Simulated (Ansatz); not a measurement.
Consider the following.

SiRh:
```
CELL_PARAMETERS angstrom
     -1.69373     1.69373     4.86890
      1.69373    -1.69373     4.86890
      1.69373     1.69373    -4.86890
ATOMIC_POSITIONS crystal
  Rh 0.99472 0.99472 0.00000
  Rh 0.74472 0.24472 0.50000
  Si 0.42128 0.42128 0.00000
  Si 0.17128 0.67128 0.50000
```

This is the PBE-relaxed structure.

### Question
All from the program Ansatz at the PBE level (PAW), unless another level is named. Predict the electronic character.

### Answer
metallic (no gap).

### Question
What about the density of states at the Fermi level?

### Answer
0.23 states/eV per atom (mean over ±0.08 eV).

### Question
Give the formation energy from the elements (no fitted shifts).

### Answer
-63 kJ/mol of atoms.

Space group I4_1md. The cell is a constructed one: a structure type filled with these elements; neither database checked (COD, Materials Project) lists it. COD files the formula under space group No. 14, so this cell is another polymorph or a model. Its standing as an ambient phase is unchecked. Symmetry was held in the PBE relaxation; its stability against distortions is not shown here. No spin polarisation was allowed. The references are the lowest solids computed at this level, not always the standard phases. Spin–orbit coupling is left out wherever it is not named.

Potentials: the later of the program's two PAW sets.
